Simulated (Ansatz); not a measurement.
PbS:
```
CELL_PARAMETERS angstrom
     -2.06692     2.06692     2.92087
      2.06692    -2.06692     2.92087
      2.06692     2.06692    -2.92087
ATOMIC_POSITIONS crystal
  Pb 0.00000 0.00000 0.00000
  S  0.50000 0.50000 0.00000
```

Relaxed with LDA.

### Question
List the phonon frequencies at the special points (DFPT on a 4×4×4 q-mesh, Fourier-interpolated; LDA in the plane-wave PAW code Ansatz).

### Answer
In cm⁻¹; no LO–TO term at Γ, as the run had none.

```
q             frequencies
--  ---------------------
Γ       47i 47i 45i 0 0 0
X    99i 38 38 63 107 108
P    56 56 75 124 124 209
N   56 56 109 204 205 238
M    97i 37 37 63 107 107
S     46 57 70 88 156 185
S0    46 57 70 88 156 185
R    56 57 74 124 125 208
G    56 57 74 124 125 208
```

Space group Fm-3m (rock salt). Symmetry was held in the LDA relaxation. At this level the phase is dynamically unstable (imaginary phonons). Point labels and valley counts follow the cell and symmetry of the run, lower than the named group. Scalar-relativistic: spin–orbit coupling is off unless named, which matters more the heavier the elements.

Potentials: the earlier of the program's two PAW sets.
